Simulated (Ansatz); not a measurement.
Level of theory: Ansatz 0.2.0, DFT, BLYP, plane waves (420 eV) with PAW, scalar-relativistic. The PAW files were generated under PBE, with cores re-solved for the functional.

An element in the diamond structure gives this curve. The cell is scaled uniformly from the relaxed one, with fractional coordinates and shape fixed. Energies are extrapolated to zero smearing, pressures are those at the given smearing. Magnetic state: spin not included.

```tsv
V (Å³/atom)	E − E₀ (meV/atom)	P (GPa)
26.285	100.2	10.07
27.479	41.1	6.09
28.674	9.3	2.79
29.869	0.0	0.03
31.064	9.8	-2.28
32.258	35.5	-4.20
33.453	74.6	-5.81
```

Which element is it?
A. gallium
B. silver
C. zinc
D. tantalum

D. Its fit is V₀ = 29.82 Å³/atom, B₀ = 64 GPa, B₀′ = 3.4.
